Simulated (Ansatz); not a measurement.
Input file for Ansatz (an electronic-structure program):

Ansatz 0.2 input:
```yaml
crystal:
  lattice:
    - [0.0, 3.1961774204, 3.1961774204]
    - [3.1961774204, 0.0, 3.1961774204]
    - [3.1961774204, 3.1961774204, 0.0]
  atoms:
    - { symbol: Ta, position: [0.25, 0.25, 0.25] }
    - { symbol: Ta, position: [0.75, 0.75, 0.75] }
    - { symbol: Ta, position: [0.5, 0.5, 0.5] }
    - { symbol: Ru, position: [0.0, 0.0, 0.0] }
kpoints:
  mp_grid: { grid: [23, 23, 23] }
hamiltonian:
  xc: pbesol
  pseudopotentials: { kind: paw }
scf:
  occupations: { method: fermi_dirac, width: 0.1 }
elastic: { mode: relaxed_ion, stencil: two_point, amplitude: 0.005, f_tol: 0.0005 }
```

Output (shortened):

```
Pseudopotential: Ta, paw, valence charge 13
Pseudopotential: Ru, paw, valence charge 16
Functional definition: PBEsol
Crystal: 4 atoms, lattice volume = 65.301 Å³
Basis set: ecut = 420 eV, 1243 PW (Γ), exchange–correlation on 64×64×64 points (8 copies of the dense FFT grid, shifted against one another)
Bands: 33, of which v1, the nominal top of the filled ones, is band 28 counted from 1 (27 counted from 0)
Symmetry: 48 space group operations
Space group: Fm-3m (ITA 225), of the structure as read, at distance tolerance 4.0e-5 Å
k-points: 364 of 12167
the search or the solves at the SCF's close seem to have found levels that the self-consistency loop had missed (the run counts 2) …
SCF 1 converged in 10 iterations: F = -35236.904461 eV  dr2 = 6.62e-15
Crystal: 4 atoms, lattice volume = 64.975 Å³
Symmetry: 16 space group operations
k-points: 936 of 12167
SCF 2 converged in 9 iterations: F = -35236.902053 eV  dr2 = 4.46e-14
Crystal: 4 atoms, lattice volume = 65.628 Å³
SCF 3 converged in 7 iterations: F = -35236.902857 eV  dr2 = 2.12e-14
Crystal: 4 atoms, lattice volume = 65.301 Å³
Symmetry: 8 space group operations
k-points: 1728 of 12167
SCF 4 converged in 10 iterations: F = -35236.904033 eV  dr2 = 3.77e-15
relax step   1: F+E_penalty+E_count = -35236.90403305 eV  Δ(F+E_penalty+E_count) = +0.000e0 eV  max|allowed force component| = 1.193e-2 eV/Å  Δτ_max = 0.0000 Å  (10 SCF iters, accepted)
Crystal: 4 atoms, lattice volume = 65.301 Å³
SCF 5 converged in 7 iterations: F = -35236.904001 eV  dr2 = 3.13e-14
relax step   2: F+E_penalty+E_count = -35236.90400101 eV  Δ(F+E_penalty+E_count) = +3.204e-5 eV  max|allowed force component| = 2.644e-2 eV/Å  Δτ_max = 0.0022 Å  (7 SCF iters, rejected (line search))
Crystal: 4 atoms, lattice volume = 65.301 Å³
SCF 6 converged in 7 iterations: F = -35236.904041 eV  dr2 = 2.86e-14
relax step   3: F+E_penalty+E_count = -35236.90404124 eV  Δ(F+E_penalty+E_count) = -8.193e-6 eV  max|allowed force component| = 9.963e-8 eV/Å  Δτ_max = 0.0007 Å  (7 SCF iters, accepted)
Crystal: 4 atoms, lattice volume = 65.301 Å³
SCF 7 converged in 8 iterations: F = -35236.904041 eV  dr2 = 4.75e-18
Crystal: 4 atoms, lattice volume = 65.301 Å³
SCF 8 converged in 10 iterations: F = -35236.904033 eV  dr2 = 3.85e-15
relax step   1: F+E_penalty+E_count = -35236.90403305 eV  Δ(F+E_penalty+E_count) = +0.000e0 eV  max|allowed force component| = 1.193e-2 eV/Å  Δτ_max = 0.0000 Å  (10 SCF iters, accepted)
Crystal: 4 atoms, lattice volume = 65.301 Å³
SCF 9 converged in 6 iterations: F = -35236.904041 eV  dr2 = 8.85e-14
relax step   2: F+E_penalty+E_count = -35236.90404124 eV  Δ(F+E_penalty+E_count) = -8.193e-6 eV  max|allowed force component| = 1.822e-8 eV/Å  Δτ_max = 0.0007 Å  (6 SCF iters, accepted)
Crystal: 4 atoms, lattice volume = 65.301 Å³
SCF 10 converged in 8 iterations: F = -35236.904041 eV  dr2 = 1.76e-17
SCF converged after 10 iterations
Free energy (F): -35236.904461 eV
Harris-Foulkes:  -35236.904461 eV  (|F-HF|=7.28e-12)
Internal energy: -35236.828188 eV  (E = F + TS)
E sigma→0 (E₀):  -35236.866325 eV
Entropy (-TS):   -0.076273 eV (-19.068 meV/atom)
Fermi energy:    20.448675 eV
--- Per-component energies (eV) ---
  E_band       = -351.234843
  E_kinetic    = 1615.636107
  E_local      = -2984.052601  (includes V_loc(G=0)·N_el)
  E_nonlocal   = 398.088637
  E_hartree    = 1019.984672
  E_xc         = -842.021478
  E_vxc        = -852.190358  (∫ρ·V_xc dr)
  E_paw        = -28217.690587  (= ΣΔE_a)
  E_vpaw       = -568.686226  (= ΣTr[D̂ρ^β])
  E_aug_tail   = 0.000256  (compensation charges beyond the density's cutoff)
  E_ewald      = -6227.667431
  E_core_change = 0.894235  (= ΣΔE_core)
  E_smearing   = -0.076273  (= −TS)
  E_closure    = 0.000000  (closes the sum)
  Σ components = -35236.904461   (vs F -35236.904461, Δ=0.00e0)
--- Forces (eV/Å), atoms counted from 1 ---
  atom   1  Ta     0.00000000     0.00000000     0.00000000
  atom   2  Ta     0.00000000     0.00000000     0.00000000
  atom   3  Ta     0.00000000     0.00000000     0.00000000
  atom   4  Ru     0.00000000     0.00000000     0.00000000
  max |Σ_I F_I| component: 1.85e-17 eV/Å
--- Stress (GPa, compression-positive) ---
        0.184359       0.000000       0.000000
        0.000000       0.184359       0.000000
        0.000000       0.000000       0.184359
  P = ⅓ Tr σ = 0.1844 GPa (1.844 kbar)
--- Band table (eV; the first three rows and the last of 364) ---
  k-point 0: bands = ["-52.2629", "-46.9731", "-46.9209", "-46.2684", "-22.2805", "-22.2805", "-22.2805", "-13.6375", "-13.6375", "-13.6375", "-13.6064", "-13.6064", "-13.6064", "-12.7114", "-12.7114", "-12.7114", "12.1655", "15.5077", "15.5077", "17.6888", …
  k-point 1: bands = ["-52.2629", "-46.9728", "-46.9211", "-46.2686", "-22.2805", "-22.2805", "-22.2805", "-13.6639", "-13.6470", "-13.6470", "-13.5976", "-13.5976", "-13.5773", "-12.7144", "-12.7105", "-12.7105", "12.1990", "15.5290", "15.5290", "17.6328", …
  k-point 2: bands = ["-52.2629", "-46.9717", "-46.9217", "-46.2693", "-22.2806", "-22.2806", "-22.2804", "-13.6962", "-13.6644", "-13.6644", "-13.5823", "-13.5823", "-13.5373", "-12.7228", "-12.7081", "-12.7081", "12.2985", "15.5926", "15.5926", "17.4891", …
  k-point 363: bands = ["-52.2621", "-46.9401", "-46.9394", "-46.2863", "-22.2851", "-22.2809", "-22.2802", "-13.9692", "-13.7271", "-13.6892", "-13.6539", "-13.3586", "-13.3534", "-12.7423", "-12.7240", "-12.6268", "15.6581", "15.7997", "15.8395", "16.2011", …
--- Elastic constants: 2 strain directions × 2 members + reference (group order 48) ---
  dense FFT box of the reference and of every strained cell: 32×32×32
  strains applied: 11, 23; error gains: componentwise 1.00 (the most a stress slope's error grows in a printed constant), spectral 1.73 (1 for all six strains …
  C = ∂σ_k/∂η_j (tension-positive GPa; Voigt order 11 22 33 23 13 12):
       394.237    167.153    167.153      0.000      0.000      0.000
       167.153    394.237    167.153      0.000      0.000      0.000
       167.153    167.153    394.237      0.000      0.000      0.000
         0.000      0.000      0.000     82.835      0.000      0.000
         0.000      0.000      0.000      0.000     82.835      0.000
         0.000      0.000      0.000      0.000      0.000     82.835
  reference stress σ⁰ (GPa):     -0.184     -0.184     -0.184      0.000      0.000      0.000
  moduli (Voigt/Reuss/Hill, GPa): K = 242.85/242.85/242.85   G = 95.12/92.88/94.00   E = 249.77   ν = 0.329
  mechanically stable: yes (min eigenvalue of sym C = 82.84 GPa)
  strain η (Voigt 11):  stress-route row diagonal C_11 = 394.24 GPa, energy-path curvature d²(F+E_count+ΔE)/dδ²/Ω₀ = 394.12 GPa
         δ    σ_11 (GPa)             F (eV)   n_scf  n_hpsi   n_pw
    -5.000e-3      -2.1955      -35236.9020528       9  581655   1301   relax 0 steps, max|allowed force component| 6.94e-17 eV/Å
     5.000e-3       1.7468      -35236.9028569       7  475145   1307   relax 0 steps, max|allowed force component| 6.94e-17 eV/Å
  strain η (Voigt 23):  stress-route row diagonal C_44 = 82.84 GPa, energy-path curvature d²(F+E_count+ΔE)/dδ²/Ω₀ = 82.86 GPa
         δ    σ_23 (GPa)             F (eV)   n_scf  n_hpsi   n_pw
    -5.000e-3      -0.4142      -35236.9040412       8  866550   1303   relax 3 steps, max|allowed force component| 9.96e-8 eV/Å
     5.000e-3       0.4142      -35236.9040412       8  879094   1303   relax 2 steps, max|allowed force component| 1.82e-8 eV/Å
```

Cost: roughly 40 core-minutes on shared cores.

The first step of the workflow began from a Materials Project structure, measured or hypothetical; the Crystallography Open Database copy checked does not list it. With Ta and Ru taken as one species the cell has the higher symmetry Im-3m, so it may be an ordered model of a mixed-site phase. Its standing as an ambient phase is unchecked. Symmetry was held in the PBEsol relaxation; its stability against distortions is not shown here. No spin polarisation was allowed. As this level gives no gap, shear constants depend on the k-mesh and smearing (Fermi–Dirac, 0.1 eV here). Spin–orbit coupling is left out wherever it is not named.

Potentials: the later of the program's two PAW sets.

Ansatz is a plane-wave DFT program.
